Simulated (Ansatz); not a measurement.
LiF:
```
CELL_PARAMETERS angstrom
      3.09574     0.00000     0.00000
     -1.54787     2.68099     0.00000
      0.00000     0.00000     4.81214
ATOMIC_POSITIONS crystal
  Li 0.33333 0.66667 0.38231
  Li 0.66667 0.33333 0.88231
  F  0.33333 0.66667 0.99268
  F  0.66667 0.33333 0.49268
```

x, y and z are the axes in which the lattice vectors are written.

Give the proper piezoelectric stress tensor with relaxed ions from DFT-PBEsol in the program Ansatz with PAW potentials.

In C/m², rows x, y, z, Voigt columns; mesh uncertainty up to 0.00.
```
 0.00   0.00   0.00   0.00   0.25   0.00
 0.00   0.00   0.00   0.25   0.00   0.00
 0.38   0.38  -0.95   0.00   0.00   0.00
```

The elastic tensor of the same run (GPa):

```
83.8  45.0  41.8   0.0   0.0   0.0
45.0  83.8  41.8   0.0   0.0   0.0
41.8  41.8  66.1   0.0   0.0   0.0
 0.0   0.0   0.0  24.2   0.0   0.0
 0.0   0.0   0.0   0.0  24.2   0.0
 0.0   0.0   0.0   0.0   0.0  19.4
```

Convert to strain constants d = e·S.

In pC/N:
```
  0.0    0.0    0.0    0.0   10.4    0.0
  0.0    0.0    0.0   10.4    0.0    0.0
 12.9   12.9  -30.6    0.0    0.0    0.0
```

Space group P6_3mc (wurtzite). The first step of the workflow began from a Materials Project structure, measured or hypothetical; the Crystallography Open Database copy checked does not list it. It is not the phase usual at ambient conditions (space group No. 225). The cell was relaxed with PBEsol under the symmetry of its start; whether a distortion lowers the energy is not shown.

Potentials: the later of the program's two PAW sets.
